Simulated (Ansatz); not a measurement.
# YCu5 under pressure: fit and missing row

YCu5, P6/mmm, a = 4.956 Å, c = 4.024 Å. The structure is a COD entry; whether it is the stable form wasn't checked. Ansatz: PBEsol, PAW, 420 eV, Γ-centred 12×12×10 mesh on 6 atoms, Gaussian smearing 0.10 eV; no spin polarisation. Cell and atoms are relaxed at each pressure, and no other structure is tried, so the rows at high pressure may lie past a change of phase.

| V (Å³/atom) | P (GPa) |
| --- | --- |
| ? | 60.00 |
| 12.132 | 30.00 |
| 12.978 | 15.00 |
| 13.501 | 7.99 |
| 13.955 | 3.00 |
| 14.269 | 0.02 |
| 14.631 | -2.98 |

**Question.** Take V0 = 14.269 Å³/atom, count pressures from its P0 = 0.02 GPa, fit the third-order Birch–Murnaghan form to the other rows, and predict the missing volume.

**Answer.** With the Eulerian strain f = ½[(V0/V)^(2/3) − 1] and y = (P − P0)/[3f(1 + 2f)^(5/2)], the form is the line y = B0 + 1.5 B0 (B0′ − 4) f. Rows (f, y): 0.05711, 133.5; 0.03263, 130.7; 0.01879, 128.9; 0.00747, 128.1; -0.00828, 125.9. Means f = 0.02154, y = 129.42; Σ(Δf)² = 0.002483, ΣΔfΔy = 0.2843; the slope is their ratio. y = 127.0 + 114.5 f GPa, so B0 = 127.0 GPa and B0′ = 4 + 2 × (114.5)/(3 × 127.0) = 4.60. P = 60.00 GPa is met at f = 0.09423 (y = 137.79), so V = V0 (1 + 2f)^(−3/2) = 11.013 Å³/atom. The run gave 11.014 Å³/atom, so the fit is 0.001 Å³/atom too low, within twice the rms miss on the fitted rows (0.0006 Å³/atom). The form still works here, 91 % of the fitted range beyond its end.